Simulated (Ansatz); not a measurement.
CsNiCl3: which magnetic order is lowest?

```
Cs Ni Cl
1.0
     7.11850    0.00000    0.00000
    -3.55925    6.16480    0.00000
     0.00000    0.00000    5.90850
Cs Ni Cl
2 2 6
Direct
  0.33333 0.66667 0.75000
  0.66667 0.33333 0.25000
  0.00000 0.00000 0.00000
  0.00000 0.00000 0.50000
  0.15432 0.30864 0.25000
  0.84568 0.15432 0.75000
  0.69136 0.84568 0.25000
  0.84568 0.69136 0.75000
  0.15432 0.84568 0.25000
  0.30864 0.15432 0.75000
```

All energies were calculated with Ansatz 0.2.0 (r2SCAN; 500 eV; 5×5×5 Γ-centred mesh; fermi-dirac occupations of width 0.050 eV). The atoms are fixed and numbered as listed; spin is collinear, without spin-orbit coupling.

Different starts of the self-consistent cycle ended in different solutions. Their moments in μB:

| state | Ni3 | Ni4 | other atoms together | size of the net moment a cell |
| --- | --- | --- | --- | --- |
| A | 1.60 | 1.60 | 0.65 | 4.00 |
| B | 1.60 | -1.60 | 0.00 | 0.00 |
| C | 0.00 | 0.00 | 0.00 | 0.00 |

Site moments are taken in small spheres that don't touch (radius about 0.4 of the atom's shortest bond), so those of the magnetic atoms read low, and they needn't add up to the net moment. State C was run without spin polarisation.

Task: Which state has the lowest energy at zero smearing, and how far up are the others?

Result: State B (antiparallel, compensated) comes first by a margin too small to trust; A (parallel moments) lies 0.8 meV above it, C (without moments) lies 286 meV above it, all counted an atom of the cell. The two lowest differ by only 4.0 meV for each atom with a column above, which mesh or functional could overturn.

Task: Which states have a gap on the mesh, and what pressure does each exert on this cell?

Result: A: gap 2.31 eV, 0.6 GPa; B: gap 2.59 eV, 0.6 GPa; C: a narrow gap at most, -0.8 GPa (positive in compression).

Task: How much does the cell gain by forming moments?

Result: 286 meV an atom of the cell, or 1428 meV for each Ni atom, against state C, which has none. A run without spin would miss this and give wrong energies and forces. That state isn't the paramagnet, which keeps its moments, so this is no ordering energy.

The cell is that of a Crystallography Open Database entry, unchanged.

Caveats: only orders that fit this cell and collinear spins were tried, so the true order may need a larger cell or canted moments; atoms and cell are not relaxed, and each state would relax in its own way; semilocal functionals without U often misplace the states of 3d oxides, halides and chalcogenides; the k mesh is coarse, so differences of a few meV are uncertain where a state is a metal; one start a pattern, so a lower state of the same pattern may exist.
